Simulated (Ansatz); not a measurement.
InP (NiAs type, space group No. 194), a = b = 3.8545 Å, c = 6.5511 Å, α = β = 90.00°, γ = 120.00°.

Relaxed with r²SCAN.

Problem. Tabulate the valence density and the electron localisation function along the shortest In–P contact (2.76 Å), r²SCAN in the plane-wave PAW code Ansatz.

Solution. 

```csv
distance from In (Å),density (e/Å³),ELF
0.28,9.62,0.00
0.41,6.65,0.02
0.55,4.05,0.09
0.69,2.18,0.20
0.83,1.08,0.25
0.97,0.57,0.22
1.11,0.38,0.20
1.24,0.31,0.28
1.38,0.30,0.48
1.52,0.34,0.69
1.66,0.42,0.80
1.80,0.54,0.85
1.93,0.66,0.86
2.07,0.72,0.80
2.21,0.65,0.57
2.35,0.43,0.14
2.49,0.20,0.00
```

The density is the valence pseudo-density with augmentation charge, so density and ELF within about 1 Å of a nucleus are not all-electron values.

Space group P6_3/mmc (NiAs type). The start of the workflow was typed in or built on a structure type; neither database checked (COD, Materials Project) lists it. It is not the phase usual at ambient conditions (space group No. 216). The r²SCAN relaxation kept the symmetry of its start; its stability against distortions is not shown here.

Potentials: the later of the program's two PAW sets.
